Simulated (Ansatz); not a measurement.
**TiO2 under strain: Quadrupolar parameters**

The cell is an entry of the Crystallography Open Database (COD), relaxed with PBE at fixed cell and then changed (z compressed by 3 %, ions relaxed).

```
Ti O
1.0
    -1.89210    1.89210    4.61458
     1.89210   -1.89210    4.61458
     1.89210    1.89210   -4.61458
Ti O
2 4
Direct
  0.00000 0.00000 0.00000
  0.75000 0.25000 0.50000
  0.21287 0.21287 0.00000
  0.96287 0.46287 0.50000
  0.53713 0.03713 0.50000
  0.78713 0.78713 0.00000
```

Sites (sets of like atoms) are named by element and the number of their first atom in this list.

The numbers come from a DFT calculation in Ansatz (PBE, plane waves and PAW, scalar-relativistic, 420 eV cutoff, Γ-centred 11×11×11 k-points, Fermi–Dirac smearing 0.02 eV).

Conventions: |V_zz| ≥ |V_yy| ≥ |V_xx|, η = (V_xx − V_yy)/V_zz, C_Q = eQV_zz/h.

⁴⁹Ti: I = 7/2, Q = 247.0 mb; 17O: I = 5/2, Q = -25.58 mb. Q values from Pyykkö, Mol. Phys. 116, 1328 (2018).

```csv
site,atoms (order as listed),first shell,"V_xx, V_yy, V_zz (10²¹ V/m²)",η,C_Q (MHz)
Ti,"1, 2",6 O at 1.92–1.96 Å,"-0.42, -0.42, 0.84",0.00,5.00
O,"3, 4, 5, 6",3 Ti at 1.92–1.96 Å,"-0.36, -1.45, 1.81",0.60,-1.12
```

An axis of threefold or higher order runs through Ti, so V_zz lies along it and η is zero.

At this changed cell the PBE pressure is 10 GPa.
